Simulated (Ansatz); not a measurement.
# SiHg2: from a first guess to the relaxed fluorite type

First guess:

```xyz
3
Lattice="0.0000 3.1650 3.1650 3.1650 0.0000 3.1650 3.1650 3.1650 0.0000" Properties=species:S:1:pos:R:3 pbc="T T T"
Si    0.0000    0.0000    0.0000
Hg    1.5825    1.5825    1.5825
Hg    4.7475    4.7475    4.7475
```

The calculation used DFT, PBE, PAW with Ansatz's default frozen-core files, scalar-relativistic in Ansatz 0.2.0.

Cell and atoms relax within the symmetry of the start on a 9×9×9 k mesh with 0.03 eV Fermi–Dirac smearing.

The start is built from a prototype, known or not as a phase of this compound; the cutoff is 420 eV.

Spin–orbit coupling is left out, though it moves levels of the heavy atoms by tenths of an eV or more.

(1) What is the pressure of the first guess?

(2) What does it relax to?

(3) How much energy does the relaxation release?

Results:

(1) 7.65 GPa.

(2) a = 6.580 Å, b = 6.580 Å, c = 6.580 Å, α = 90.00°, β = 90.00°, γ = 90.00° (conventional cell), 23.74 Å³ per atom:
```
CELL_PARAMETERS angstrom
0.00000 3.28988 3.28988
3.28988 0.00000 3.28988
3.28988 3.28988 0.00000
ATOMIC_POSITIONS crystal
Si 0.00000 0.00000 0.00000
Hg 0.25000 0.25000 0.25000
Hg 0.75000 0.75000 0.75000
```

(3) 54 meV/atom.
